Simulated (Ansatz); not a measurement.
# Which start gave this state of Mg₇CoO₈?

The cell (16 atoms) is Mg₇CoO₈ as a small unrelaxed cell with one substitutional d or f atom. One Mg of COD entry 9006472 is replaced by Co, with no charge compensation. All atoms are displaced slightly at random.

```
CELL_PARAMETERS angstrom
0.00000 4.34810 4.34810
4.34810 0.00000 4.34810
4.34810 4.34810 0.00000
ATOMIC_POSITIONS crystal
Mg 0.98780 0.00575 0.99979
Mg 0.01180 0.98045 0.50566
Co 0.99256 0.49562 0.00715
Mg 0.99409 0.49959 0.50190
Mg 0.48548 0.01181 0.00325
Mg 0.50001 0.00169 0.49012
Mg 0.49269 0.50148 0.99227
Mg 0.50421 0.48374 0.50519
O 0.24653 0.24641 0.25446
O 0.25059 0.24204 0.74731
O 0.23988 0.76749 0.24475
O 0.25191 0.74543 0.75087
O 0.74503 0.25407 0.24197
O 0.75687 0.24511 0.74998
O 0.75139 0.75650 0.24800
O 0.74979 0.74444 0.73786
```

Atoms are numbered from 1 in the order listed.

Computed with DFT, LDA+U, PAW, plane waves, scalar-relativistic in Ansatz.

```yaml
hubbard_term_dudarev_form: U − J = 3.2 eV on Co d, on Löwdin-orthonormalised all-electron atomic orbitals
plane_wave_cutoff: 420 eV
k_point_mesh: 2×2×2 (Γ-centred)
occupations: Gaussian smearing, 0.01 eV
valence_electrons: 135
```

Site moments are integrals over atomic spheres and don't add up to the total.

A static U favours moments and orbital order; the result depends on U and need not be the measured state. With one magnetic atom in the cell its copies can only be parallel; orders in a larger cell may lie lower.

The mesh is coarse, so energy differences (and at times their sign) aren't converged.

Plain SCF: the run stops at the first self-consistent solution. The default search lets the program follow hints of a lower state (another filling of open shells, a soft direction), where it sees any. With a search on, the program may also reshape the start on open shells.

One run gave this history:

```json
{"iteration": "1", "Harris–Foulkes energy + 22841 (eV)": "0.2322", "largest residual (eV)": "8.21e+01", "M (μB)": "0.00", "absolute moment (μB)": "0.00"}
{"iteration": "2", "Harris–Foulkes energy + 22841 (eV)": "5.6753", "largest residual (eV)": "2.48e+01", "M (μB)": "0.00", "absolute moment (μB)": "0.00"}
{"iteration": "3", "Harris–Foulkes energy + 22841 (eV)": "8.9810", "largest residual (eV)": "1.84e+00", "M (μB)": "0.00", "absolute moment (μB)": "0.00"}
{"iteration": "4", "Harris–Foulkes energy + 22841 (eV)": "9.0365", "largest residual (eV)": "1.56e+00", "M (μB)": "0.00", "absolute moment (μB)": "0.00"}
{"iteration": "5", "Harris–Foulkes energy + 22841 (eV)": "10.6205", "largest residual (eV)": "1.34e+01", "M (μB)": "3.25", "absolute moment (μB)": "3.25"}
{"iteration": "6", "Harris–Foulkes energy + 22841 (eV)": "8.6938", "largest residual (eV)": "7.34e-01", "M (μB)": "3.00", "absolute moment (μB)": "3.08"}
{"iteration": "8", "Harris–Foulkes energy + 22841 (eV)": "6.7679", "largest residual (eV)": "5.17e-02", "M (μB)": "3.00", "absolute moment (μB)": "3.06"}
{"iteration": "10", "Harris–Foulkes energy + 22841 (eV)": "6.7217", "largest residual (eV)": "3.95e-03", "M (μB)": "3.00", "absolute moment (μB)": "3.06"}
{"iteration": "13", "Harris–Foulkes energy + 22841 (eV)": "6.7172", "largest residual (eV)": "3.55e-04", "M (μB)": "3.00", "absolute moment (μB)": "3.05"}
{"iteration": "15", "Harris–Foulkes energy + 22841 (eV)": "6.7173", "largest residual (eV)": "2.42e-04", "M (μB)": "3.00", "absolute moment (μB)": "3.05"}
{"iteration": "17", "Harris–Foulkes energy + 22841 (eV)": "6.7161", "largest residual (eV)": "2.47e-04", "M (μB)": "3.00", "absolute moment (μB)": "3.05"}
{"iteration": "19", "Harris–Foulkes energy + 22841 (eV)": "6.7233", "largest residual (eV)": "1.42e-04", "M (μB)": "3.00", "absolute moment (μB)": "3.05"}
{"iteration": "22", "Harris–Foulkes energy + 22841 (eV)": "6.7296", "largest residual (eV)": "1.00e-03", "M (μB)": "3.00", "absolute moment (μB)": "3.05"}
{"iteration": "24", "Harris–Foulkes energy + 22841 (eV)": "6.7283", "largest residual (eV)": "1.98e-04", "M (μB)": "3.00", "absolute moment (μB)": "3.05"}
{"iteration": "26", "Harris–Foulkes energy + 22841 (eV)": "6.7281", "largest residual (eV)": "1.25e-05", "M (μB)": "3.00", "absolute moment (μB)": "3.05"}
{"iteration": "29", "Harris–Foulkes energy + 22841 (eV)": "6.7280", "largest residual (eV)": "2.58e-07", "M (μB)": "3.00", "absolute moment (μB)": "3.05"}
{"iteration": "31", "Harris–Foulkes energy + 22841 (eV)": "6.7280", "largest residual (eV)": "2.44e-08", "M (μB)": "3.00", "absolute moment (μB)": "3.05"}
```

It ended spin-polarised, site moments Co3 2.53 μB, total 3.00 μB per cell, a gap of 1.86 eV on the k-mesh.

Question: These set-ups ended in different states. Which one gave the run above?
A. usual moment, default search for lower states [Co3 3.00 μB]
B. spin on, no moments given (the program may seed its own), plain SCF
C. usual moment scaled by 0.2, plain SCF [Co3 0.60 μB]

Answer: B. The others ended as follows, with energies against this run: “usual moment, default search for lower states” spin-polarised, -6.9 meV/atom; “usual moment scaled by 0.2, plain SCF” spin-polarised, +31.3 meV/atom.
